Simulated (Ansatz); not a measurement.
The relaxed structure here is a generated cell of Cu2O: the first start was made by placing the elements on the sites of a structure type, and the end was not matched to a known phase here, so it may be hypothetical. Known forms of Cu2O include space group No. 224.

A relaxed structure of Cu2O. All values below come from PBE (plane waves to 420 eV, PAW, scalar-relativistic; Ansatz, an electronic-structure program).

```xyz
6
Lattice="0.0000 3.3159 3.3159 3.3159 0.0000 3.3159 3.3159 3.3159 0.0000" Properties=species:S:1:pos:R:3 pbc="T T T"
Cu     4.1449     4.1449     4.1449
Cu     4.1449     2.4869     2.4869
Cu     2.4869     4.1449     2.4869
Cu     2.4869     2.4869     4.1449
O      1.6579     1.6579     1.6579
O      0.0000     0.0000     0.0000
```

Q: Find the space group and the Wyckoff positions (tolerance 0.01 Å).

A: Space group Fd-3m, origin choice 1 (No. 227); a = b = c = 6.6318 Å, α = β = γ = 90.00°

| atom | site | symmetry | x | y | z |
|---|---|---|---|---|---|
| Cu | 16c | .-3m | 0.1250 | 0.1250 | 0.1250 |
| O | 8b | -43m | 0.5000 | 0.5000 | 0.5000 |

This is the cubic Laves (MgCu2 type).

Q: Give the shortest distances between elements (the closest pairs, up to four, under 3.6 Å).

A: Cu–Cu 2.34 Å; Cu–O 2.75 Å; O–O 2.87 Å.

```yaml
volume_per_atom: 12.15 Å³
band_gap: zero (metallic)
```

No spin polarisation in the result. No Hubbard U is applied.

The run could not lower the symmetry of its start; a shaken copy of this end point relaxes with PBE to P-1 (No. 2), 1.08 eV/atom lower.
